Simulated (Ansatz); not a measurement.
## TlAgI$_{2}$: the gap from level to level

A database entry relaxed whole under r2SCAN at zero pressure (I4/mcm, No. 140):

```yaml
crystal:
  lattice:
    - [-4.20902, 4.20902, 3.88383]
    - [4.20902, -4.20902, 3.88383]
    - [4.20902, 4.20902, -3.88383]
  atoms:
    - { symbol: Tl, position: [0.25000, 0.25000, 0.00000] }
    - { symbol: Tl, position: [0.75000, 0.75000, 0.00000] }
    - { symbol: Ag, position: [0.25000, 0.75000, 0.50000] }
    - { symbol: Ag, position: [0.75000, 0.25000, 0.50000] }
    - { symbol: I, position: [0.67939, 0.17939, 0.85877] }
    - { symbol: I, position: [0.17939, 0.32061, 0.50000] }
    - { symbol: I, position: [0.32061, 0.82061, 0.14123] }
    - { symbol: I, position: [0.82061, 0.67939, 0.50000] }
```

Its volume is 34.40 Å³ an atom, +3.3 % against the entry's 33.30, a cell as deposited in COD (1972).

Single points on this cell with plane-wave PAW DFT (Ansatz 0.2.0; r2SCAN 500 eV, hybrids 420 eV; fermi-dirac occupations of width 0.020 eV; no moments): r2SCAN on a 6×6×6 Γ-centred mesh; r2SCAN with spin-orbit coupling on a 4×4×4 Γ-centred mesh; HSE06 on a 4×4×4 Γ-centred mesh; PBE0 on a 4×4×4 Γ-centred mesh.

**Question.** How do gap, pressure and charges move from level to level?

**Answer.** The runs give:

| level | gap (eV), or kind | pressure (GPa) | Bader charge of Tl (e) | Bader charge of Ag (e) | Bader charge of I (e) |
| --- | --- | --- | --- | --- | --- |
| r2SCAN | 1.92 | 0.0 | +0.63 | +0.35 | -0.49 |
| r2SCAN with spin-orbit coupling | 1.58 | -0.1 | +0.60 | +0.35 | -0.48 |
| HSE06 | 2.17 | 0.4 | +0.65 | +0.35 | -0.50 |
| PBE0 | 2.80 | 0.3 | +0.65 | +0.35 | -0.50 |

Under r2SCAN the gap is 1.92 eV, over mesh and band path. HSE06 moves it by +0.25 eV and PBE0 by +0.88 eV; PBE0 keeps its exact exchange at long range, which widens the gap over HSE06's by 0.63 eV on their common mesh. Spin-orbit coupling moves the r2SCAN gap by -0.34 eV, which the hybrid values lack.

Caveats: the relaxation kept the start's symmetry; HSE06 is read on its mesh and at the zone's corners, PBE0 on its mesh alone; hybrid pressures are good to a few tenths of a GPa; no dispersion correction, so weakly bound layers or chains stand too far apart and gaps read wide; pressure is positive in compression.
